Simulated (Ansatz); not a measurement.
**Clamped-ion strain scan in AlN**

All numbers below come from DFT r2SCAN, scalar-relativistic, plane waves, PAW in Ansatz 0.2.0. Cutoff 500 eV, Γ-centred 12×12×6 k-points, Gaussian smearing of 0.05 eV. No spin polarisation. Energies are free energies at this smearing, counted from the undisturbed cell; pressure is positive in compression.

The starting cell (as given, not relaxed at this level; it stands at -0.6 GPa):

```xyz
4
Lattice="3.1110 0.0000 0.0000 -1.5555 2.6942 0.0000 0.0000 0.0000 4.9780" Properties=species:S:1:pos:R:3 pbc="T T T"
Al    0.0000    1.7961    0.0000
Al    1.5555    0.8981    2.4890
N     0.0000    1.7961    1.9165
N     1.5555    0.8981    4.4055
```

The cell is strained by ε times the Voigt pattern (0, 0, 0, 0, 0, 1) (xx, yy, zz, yz, xz, xy; engineering shear) with fractional coordinates fixed.

| ε | ΔE (meV/atom) | stress summed along the pattern (GPa, tension positive) | pressure (GPa) | gap on the mesh (eV) |
| --- | --- | --- | --- | --- |
| -0.0200 | 2.4 | -3.75 | -0.5 | 4.79 |
| -0.0100 | 0.6 | -1.88 | -0.6 | 4.80 |
| 0.0000 | 0.0 | 0.00 | -0.6 | 4.80 |
| 0.0025 | 0.0 | 0.47 | -0.6 | 4.80 |
| 0.0050 | 0.2 | 0.94 | -0.6 | 4.80 |
| 0.0075 | 0.3 | 1.41 | -0.6 | 4.80 |
| 0.0125 | 1.0 | 2.34 | -0.6 | 4.80 |
| 0.0150 | 1.4 | 2.81 | -0.6 | 4.80 |
| 0.0175 | 1.9 | 3.28 | -0.5 | 4.79 |

By symmetry 0.0200 repeats -0.0200, -0.0150 repeats 0.0150, 0.0100 repeats -0.0100, -0.0050 repeats 0.0050 in energy, with the opposite slope along the path.